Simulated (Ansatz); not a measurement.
C:
```xyz
6
Lattice="-1.3291 2.7750 2.3278 1.3291 -2.7750 2.3278 1.3291 2.7750 -2.3278" Properties=species:S:1:pos:R:3 pbc="T T T"
C      0.4634     0.9434     2.3278
C      0.8658     1.8316     0.0000
C     -0.8658     1.8316     2.3278
C      2.1949     0.9434     0.0000
C      0.0000     0.0000     1.1639
C      0.0000     0.0000     3.4918
```

Relaxed with r²SCAN. Independent-particle spectrum: no excitons, no local fields, no scissors shift; 0.1 eV broadening; ε₁ of the summed bands alone.

Task: Tabulate the dielectric function from plane-wave PAW r²SCAN (Ansatz code).

Result: 

| E (eV) | ε₁ xx | ε₂ xx | ε₁ yy | ε₂ yy | ε₁ zz | ε₂ zz |
|---|---|---|---|---|---|---|
| 0.0 | 6.38 | 0.00 | 7.74 | 0.00 | 7.65 | 0.00 |
| 0.5 | 6.40 | 0.00 | 7.77 | 0.00 | 7.67 | 0.00 |
| 1.0 | 6.45 | 0.00 | 7.84 | 0.00 | 7.75 | 0.00 |
| 1.5 | 6.54 | 0.00 | 7.96 | 0.00 | 7.88 | 0.00 |
| 2.0 | 6.67 | 0.00 | 8.13 | 0.00 | 8.07 | 0.00 |
| 2.5 | 6.85 | 0.00 | 8.38 | 0.00 | 8.35 | 0.00 |
| 3.0 | 7.11 | 0.00 | 8.72 | 0.00 | 8.74 | 0.00 |
| 3.5 | 7.50 | 0.12 | 9.19 | 0.02 | 9.29 | 0.00 |
| 4.0 | 7.84 | 0.26 | 9.80 | 0.06 | 10.13 | 0.00 |
| 4.5 | 8.32 | 0.37 | 10.70 | 0.12 | 11.85 | 0.04 |
| 5.0 | 9.12 | 0.61 | 12.14 | 0.39 | 13.36 | 2.27 |
| 5.5 | 10.06 | 1.41 | 13.54 | 2.41 | 13.31 | 4.20 |
| 6.0 | 10.78 | 2.92 | 15.49 | 2.55 | 15.94 | 5.60 |
| 6.5 | 10.15 | 4.05 | 17.47 | 7.44 | 11.03 | 16.78 |
| 7.0 | 11.19 | 4.53 | 15.80 | 10.83 | 7.50 | 9.67 |
| 7.5 | 11.91 | 7.18 | 14.09 | 15.31 | 8.39 | 10.47 |
| 8.0 | 10.40 | 9.30 | 9.67 | 18.55 | 7.54 | 13.98 |
| 8.5 | 7.08 | 11.28 | 2.17 | 18.93 | 1.57 | 14.92 |
| 9.0 | 6.20 | 12.05 | 0.84 | 14.44 | -1.21 | 10.62 |
| 9.5 | 2.91 | 11.17 | 0.14 | 14.71 | -0.80 | 8.61 |
| 10.0 | 1.11 | 9.94 | -2.67 | 12.67 | -0.66 | 7.32 |
| 10.5 | 0.39 | 7.97 | -3.20 | 10.29 | -0.44 | 6.13 |
| 11.0 | 1.69 | 7.24 | -3.10 | 9.05 | 0.14 | 5.61 |
| 11.5 | 0.62 | 9.02 | -3.06 | 9.12 | 1.11 | 5.01 |
| 12.0 | -0.48 | 7.92 | -4.22 | 7.57 | 2.27 | 5.41 |

Task: From ε at 4.1 eV (xx: 7.92 + 0.28i), find n, k, the normal reflectivity and the absorption coefficient.

Result: n = 2.81, k = 0.050, R = 23 %, α = 2kE/ħc = 21000 cm⁻¹.

With all bands, ε∞ without local fields is 6.54 (xx), 7.93 (yy), 7.78 (zz).

Space group Ibam. The start of the workflow was typed in or built on a structure type; neither database checked (COD, Materials Project) lists it. It is not the phase usual at ambient conditions (space group No. 194, 227). The cell was relaxed with r²SCAN under the symmetry of its start; its stability against distortions is not shown here. The volume moved by 19 % from the start of the relaxation.

Potentials: the later of the program's two PAW sets.
